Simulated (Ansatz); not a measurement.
BAs:
```
CELL_PARAMETERS angstrom
      0.00000     2.30173     2.30173
      2.30173     0.00000     2.30173
      2.30173     2.30173     0.00000
ATOMIC_POSITIONS crystal
  As 0.00000 0.00000 0.00000
  B  0.50000 0.50000 0.50000
```

Relaxed with r²SCAN. Special points in fractions of this cell's reciprocal vectors: Γ (0.000, 0.000, 0.000); X (0.500, 0.000, 0.500); U (0.625, 0.250, 0.625); K (0.375, 0.375, 0.750); L (0.500, 0.500, 0.500); W (0.500, 0.250, 0.750).

**Question.** List the band energies nearest the Fermi level at these points for DFT-r²SCAN in the program Ansatz with PAW potentials.

**Answer.** In eV from the Fermi level; about four levels below and three above (degenerate sets whole), none deeper than 8.9 eV; … stands for higher levels left out; points with the same levels are listed once.

```
k                    below                above
-  -----------------------  -------------------
Γ        -0.02 -0.02 -0.02               3.92 …
X  -8.26 -3.96 -3.96 -3.60               4.18 …
U  -8.01 -7.43 -3.01 -0.51          7.90 7.92 …
L                        –  1.19 1.19 1.36 1.36
W        -7.43 -6.66 -6.66          3.40 4.51 …
```

Space group Fm-3m (rock salt). The cell is a constructed one: a structure type filled with these elements; neither database checked (COD, Materials Project) lists it. It is not the phase usual at ambient conditions (space group No. 216). The r²SCAN relaxation kept the symmetry of its start; its stability against distortions is not shown here. Spin–orbit coupling is left out wherever it is not named.

Potentials: the later of the program's two PAW sets.
